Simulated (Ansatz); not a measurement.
Tc:
```xyz
2
Lattice="2.7366 0.0000 0.0000 -1.3683 2.3699 0.0000 0.0000 0.0000 4.3807" Properties=species:S:1:pos:R:3 pbc="T T T"
Tc     0.0000     1.5800     3.2856
Tc     1.3683     0.7900     1.0952
```

Relaxed with r²SCAN. Special points in fractions of this cell's reciprocal vectors: Γ (0.000, 0.000, 0.000); M (0.500, 0.000, 0.000); K (0.333, 0.333, 0.000); A (0.000, 0.000, 0.500); L (0.500, 0.000, 0.500); H (0.333, 0.333, 0.500).

Task: List the band energies nearest the Fermi level at these points for DFT-r²SCAN in the program Ansatz with PAW potentials.

Result: In eV from the Fermi level; about four levels below and three above (degenerate sets whole), none deeper than 8.9 eV; … stands for higher levels left out; points with the same levels are listed once.

```tsv
k	below	above
Γ	-0.85 -0.85 -0.12 -0.12	1.74 …
M	-1.98 -1.19 -1.01 -0.50	3.09 3.53 3.55
K	-3.07 -1.97 -1.97 -0.03	2.46 2.46 2.90
A	-1.75 -1.75 -1.75 -1.75	…
L	-5.60 -5.60 -3.89 -3.89	0.16 0.16 1.48 1.48
H	-1.88 -1.88 -0.08 -0.08	2.76 2.76 …
```

Space group P6_3/mmc (hcp (Mg type)). The r²SCAN relaxation kept the symmetry of its start. No spin polarisation was allowed. Scalar-relativistic: spin–orbit coupling is off unless named, which matters more the heavier the elements.

Potentials: the later of the program's two PAW sets.
